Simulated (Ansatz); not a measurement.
Structure types of Bi were relaxed at one common pressure (all-electron LAPW in Ansatz 0.2.0 under LDA, scalar-relativistic, no spin polarisation, zero temperature). They take these volumes:

```tsv
type	space group	V (Å³/atom)
fcc	Fm-3m	24.29
bcc	Im-3m	24.19
hcp	P6_3/mmc	24.28
omega	P6/mmm	24.48
R-3m	R-3m	24.30
diamond	Fd-3m	33.51
```

Question: At about which pressure, and is the densest type also the lowest in enthalpy?

Answer: 19 GPa. The densest is bcc, and it is also the lowest in enthalpy among these.
